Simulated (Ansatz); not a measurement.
Relaxation of a relaxed Zr cell, doubled along one cell vector, shaken by Gaussian noise of σ = 0.08 Å a coordinate; 8 atoms in the cell, which starts as P1 (No. 1), aP8; a = 3.2669 Å, b = 5.3547 Å, c = 10.7094 Å, α = 90.00°, β = 90.00°, γ = 90.00°. These are r2SCAN (plane waves to 500 eV, PAW, scalar-relativistic; Ansatz, an electronic-structure program) values and carry that method's errors. Γ-centred k-mesh 6×3×10 on the run's cell (coarser than for final values), Fermi–Dirac smearing 0.05 eV. This is the first round of the run. 

The optimiser's lines from the output (shortened; P is positive under compression):

```
relax step   1: F+E_penalty+E_count = -33559.87248780 eV  Δ(F+E_penalty+E_count) = +0.000e0 eV  max|allowed force component| = 6.831e-1 eV/Å  Δτ_max = 0.0000 Å  P = +0.157 GPa  Ω = 187.340 Å³  (9 SCF iters, dr2 threshold 1.00e-7 eV, accepted)
relax step   2: F+E_penalty+E_count = -33560.02634840 eV  Δ(F+E_penalty+E_count) = -1.539e-1 eV  max|allowed force component| = 3.948e-1 eV/Å  Δτ_max = 0.1960 Å  P = +0.475 GPa  Ω = 186.497 Å³  (9 SCF iters, dr2 threshold 8.00e-7 eV, accepted)
relax step   3: F+E_penalty+E_count = -33560.29594921 eV  Δ(F+E_penalty+E_count) = -2.696e-1 eV  max|allowed force component| = 2.076e-1 eV/Å  Δτ_max = 0.2000 Å  P = +0.134 GPa  Ω = 187.452 Å³  (9 SCF iters, dr2 threshold 8.00e-7 eV, accepted)
relax step   4: F+E_penalty+E_count = -33560.36134753 eV  Δ(F+E_penalty+E_count) = -6.540e-2 eV  max|allowed force component| = 3.509e-1 eV/Å  Δτ_max = 0.1948 Å  P = -0.010 GPa  Ω = 188.009 Å³  (8 SCF iters, dr2 threshold 8.00e-7 eV, accepted)
relax step   5: F+E_penalty+E_count = -33560.43297910 eV  Δ(F+E_penalty+E_count) = -7.163e-2 eV  max|allowed force component| = 6.511e-2 eV/Å  Δτ_max = 0.0966 Å  P = +0.059 GPa  Ω = 187.897 Å³  (7 SCF iters, dr2 threshold 8.00e-7 eV, accepted)
relax step   6: F+E_penalty+E_count = -33560.43658653 eV  Δ(F+E_penalty+E_count) = -3.607e-3 eV  max|allowed force component| = 5.782e-3 eV/Å  Δτ_max = 0.0179 Å  P = +0.002 GPa  Ω = 188.021 Å³  (6 SCF iters, dr2 threshold 4.92e-7 eV, accepted)
relax step   7: F+E_penalty+E_count = -33560.43662682 eV  Δ(F+E_penalty+E_count) = -4.029e-5 eV  max|allowed force component| = 1.342e-3 eV/Å  Δτ_max = 0.0021 Å  P = -0.004 GPa  Ω = 188.029 Å³  (6 SCF iters, dr2 threshold 5.40e-9 eV, accepted)
relax step   8: F+E_penalty+E_count = -33560.43793281 eV  Δ(F+E_penalty+E_count) = -1.306e-3 eV  max|allowed force component| = 1.345e-3 eV/Å  Δτ_max = 0.0000 Å  P = -0.003 GPa  Ω = 188.029 Å³  stress off target by 1.91e-2 GPa  SCF on the basis re-selected at this cell (its energy is not comparable with the rows above)  (7 SCF iters)
```

From the first to the last row the energy changes by -0.07 eV/atom and the volume by +0.4 %. The last row is marked as not comparable with the walk above it, whose basis was carried along; it does compare with step 1, since both stand on a basis selected at the nominal cutoff for their own cell.

Later rounds, restarted from the end of this one on a renewed k-mesh, logged 4 more steps and released under 0.01 eV/atom more. The final structure after all rounds: P6₃/mmc (No. 194), hP2, hcp (Mg type); a = 3.2459 Å, b = 3.2459 Å, c = 5.1514 Å, α = 90.00°, β = 90.00°, γ = 120.00°. Between re-selections the logged energies stand on a plane-wave basis carried along with the cell. No spin polarisation in the result.

Of the parent cell (P4₂/mnm (No. 136)): it is a generated cell of Zr: the first start was made by placing the elements on the sites of a structure type, and the end was not matched to a known phase here, so it may be hypothetical. Known forms of Zr include space group No. 194.
